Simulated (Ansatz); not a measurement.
Rh (diamond, Fd-3m) at seven volumes, plane-wave PAW PBE (Ansatz code), scaled uniformly. One row is withheld.

```tsv
V (Å³/atom)	P (GPa)
19.050	15.52
19.678	?
20.306	4.26
20.934	0.00
21.563	-3.55
22.191	-6.50
22.819	-8.94
```

### Question
Fit the shown pressures and predict the withheld one.

### Answer
P = (3/2)B₀(x^(7/2) − x^(5/2))[1 + (3/4)(B′ − 4)(x − 1)] with x = (V₀/V)^(2/3). Least squares on the six rows gives V₀ = 20.934 Å³/atom, B₀ = 129 GPa, B′ = 5.11. At V = 19.678, x = 1.0421 and P = 9.35 GPa. The run itself gave 9.37 GPa.

A made-up cell: these elements were put on the sites of a structure type; neither database checked (COD, Materials Project) lists it. It is not the phase usual at ambient conditions (space group No. 225). The PBE relaxation kept the symmetry of its start. At this level the phase is mechanically unstable. No spin polarisation was allowed.

Potentials: the later of the program's two PAW sets.
